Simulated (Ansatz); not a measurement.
**Property card for SnC**

SnC:
```xyz
4
Lattice="3.5534 0.0000 0.0000 -1.7767 3.0773 0.0000 0.0000 0.0000 5.8182" Properties=species:S:1:pos:R:3 pbc="T T T"
Sn     0.0000     2.0516     0.0014
C      1.7767     1.0258     0.7258
Sn     1.7767     1.0258     2.9105
C      0.0000     2.0516     3.6349
```

Space group P6_3mc (No. 186), wurtzite; conventional cell a = b = 3.553 Å, c = 5.818 Å, α = β = 90.00°, γ = 120.00°.

Method: plane-wave PAW PBEsol (Ansatz code). The cell and atoms are relaxed at this level. Other levels are named where they apply.

Cell and energy:

* **Volume per atom**: 15.91 Å³
* **Density**: 6.82 g/cm³
* **Formation energy from the elements (no fitted shifts)**: 75 kJ/mol of atoms

Electronic structure:

* **Band gap**: 0.97 eV (direct)
* **Valence-band maximum**: at Γ
* **Conduction-band minimum**: at Γ
* **Electron effective mass**: 0.087, 0.10, 0.10 mₑ (principal values)
* **Hole effective mass, band 1 of 2 at the edge**: 1.3 along x, 1.2 along z (mₑ)
* **Hole effective mass, band 2 of 2 at the edge**: 0.094 along x, 1.2 along z (mₑ)

Dielectric response:

Electronic dielectric constant ε∞ (DFPT): 9.66 (xx = yy), 10.1 (zz)
Born charges (a third of the trace): Sn +2.86, C -2.86 e
Largest static χ(2) component: 66 pm/V

The start of the workflow was typed in or built on a structure type; neither database checked (COD, Materials Project) lists it. Whether it is the stable phase at ambient conditions was not checked. The PBEsol relaxation kept the symmetry of its start; its stability against distortions is not shown here. Its formation energy is positive at this level, so the cell may be metastable or incomplete. The references are the lowest solids computed at this level, not always the standard phases. Scalar-relativistic: spin–orbit coupling is off unless named, which matters more the heavier the elements.

Potentials: the later of the program's two PAW sets.
